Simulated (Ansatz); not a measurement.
Notes on TaCdAs

```yaml
crystal:
  lattice:
    - [4.02714, 0.00000, 0.00000]
    - [0.00000, 4.02714, 0.00000]
    - [0.00000, 0.00000, 7.01450]
  atoms:
    - { symbol: Cd, position: [0.00000, 0.50000, 0.35100] }
    - { symbol: Cd, position: [0.50000, 0.00000, 0.64900] }
    - { symbol: Ta, position: [0.00000, 0.00000, 0.00000] }
    - { symbol: Ta, position: [0.50000, 0.50000, 0.00000] }
    - { symbol: As, position: [0.00000, 0.50000, 0.72700] }
    - { symbol: As, position: [0.50000, 0.00000, 0.27300] }
```

Method: PBE, no spin polarisation; PAW, plane waves to 420 eV, 6×6×4 Γ-centred mesh, methfessel-paxton occupations (width 0.0367 eV) (Ansatz 0.2.0), atoms fixed.

Question: How is the charge shared?

Answer: Bader charges in e: Ta +0.62, Cd +0.30, As -0.92. In the mean Ta gives up most and As takes most.

Question: What is the formation energy?

Answer: -0.02 eV an atom against the elements' usual phases (free molecules for gases, crystals otherwise, with no correction for O₂ or N₂), too near zero to call. Relaxing would lower it.

Question: What happens at the Fermi level?

Answer: It is a metal, with about 2.9 states/eV a cell as the mean within 0.25 eV of the Fermi level, mostly Ta d (56 %).

Question: Is the cell too large or too small?

Answer: The pressure is 5.3 GPa (compression positive), so with the atoms held at these fractions the cell would first expand; the forces are large, so a full relaxation may end otherwise. The principal stresses -1.1, 8.5, 8.5 GPa differ, so its shape would change too.

Question: Where is the largest force?

Answer: The largest is on As5 (and as large on other atoms): 1.03 eV/Å, components (0.00, 0.00, 1.03). It makes 180° with the line to a nearest neighbour, Cd1 at 2.64 Å, pointing away from it.

Question: Describe some of the short contacts.

Answer: Cd–As at 2.64 Å: least valence density 0.38 e/Å³ and ELF 0.40 there. Ta–As at 2.78 Å: least valence density 0.30 e/Å³ and ELF 0.25 there. Ta–Ta at 2.85 Å: least valence density 0.39 e/Å³ and ELF 0.52 there. These are pseudo-fields; inside the PAW spheres they differ from the all-electron ones.

Origin: a known structure type with other elements, at an estimated volume, so it need not be a known compound.
